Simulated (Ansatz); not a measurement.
Here is the system:

MoRu:
```cif
data_MoRu
_chemical_formula_sum 'Ru1 Mo1'
_space_group_name_H-M_alt 'P 1'
_space_group_IT_number 1
_cell_length_a 3.56584
_cell_length_b 3.56584
_cell_length_c 3.56584
_cell_angle_alpha 60.000
_cell_angle_beta 60.000
_cell_angle_gamma 60.000
loop_
_space_group_symop_operation_xyz
  'x, y, z'
loop_
_atom_site_label
_atom_site_type_symbol
_atom_site_fract_x
_atom_site_fract_y
_atom_site_fract_z
_atom_site_occupancy
Ru1 Ru 0.00000 0.00000 0.00000 1
Mo1 Mo 0.50000 0.50000 0.50000 1
```

This is the PBEsol-relaxed structure.

Problem. All from DFT-PBEsol in the program Ansatz with PAW potentials, unless another level is named. Estimate the highest zone-centre frequency.

Solution. 91 cm⁻¹.

Problem. Next, the bulk modulus (Birch–Murnaghan fit)?

Solution. 236 GPa.

Problem. Give the elastic constants (relaxed ions, GPa).

Solution. C11 = 286, C12 = 211, C44 = -27.4.

Space group Fm-3m (rock salt). The start of the workflow was typed in or built on a structure type; neither database checked (COD, Materials Project) lists it. Whether it is the stable phase at ambient conditions was not checked. The PBEsol relaxation kept the symmetry of its start. At this level the phase is mechanically unstable. The run is not spin-polarised. Its formation energy is positive at this level, so the cell may be metastable or incomplete. As this level gives no gap, shear constants depend on the k-mesh and smearing (Fermi–Dirac, 0.1 eV here). As this level gives no gap, phonon frequencies hold no LO–TO term and depend on the k-mesh and smearing (Fermi–Dirac, 0.1 eV here).

Potentials: the later of the program's two PAW sets.
